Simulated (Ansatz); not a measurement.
Here is the system:

Pt3W:
```cif
data_Pt6W2
_chemical_formula_sum 'Pt6 W2'
_space_group_name_H-M_alt 'I4/mmm'
_space_group_IT_number 139
_space_group_name_Hall '-I 4 2'
_cell_length_a 3.85179
_cell_length_b 3.85179
_cell_length_c 7.94286
_cell_angle_alpha 90.000
_cell_angle_beta 90.000
_cell_angle_gamma 90.000
loop_
_atom_site_label
_atom_site_type_symbol
_atom_site_symmetry_multiplicity
_atom_site_Wyckoff_symbol
_atom_site_fract_x
_atom_site_fract_y
_atom_site_fract_z
_atom_site_occupancy
Pt1 Pt 4 d 0.00000 0.50000 0.25000 1
Pt2 Pt 2 b 0.00000 0.00000 0.50000 1
W1 W 2 a 0.00000 0.00000 0.00000 1
```
(The calculation used a cell of 4 atoms; values per cell refer to that cell.)

This is the LDA-relaxed structure.

Question: All from plane-wave PAW LDA (Ansatz code), unless another level is named. Estimate the highest zone-centre frequency.

Answer: 187 cm⁻¹.

Question: Give the bulk modulus (Birch–Murnaghan fit).

Answer: 334 GPa.

The first step of the workflow began from a Materials Project structure, measured or hypothetical; the Crystallography Open Database copy checked does not list it. Its standing as an ambient phase is unchecked. Symmetry was held in the LDA relaxation; whether a distortion lowers the energy is not shown. The run is not spin-polarised. As this level gives no gap, phonon frequencies hold no LO–TO term and depend on the k-mesh and smearing (Fermi–Dirac, 0.1 eV here). Scalar-relativistic: spin–orbit coupling is off unless named, which matters more the heavier the elements.

Potentials: the later of the program's two PAW sets.
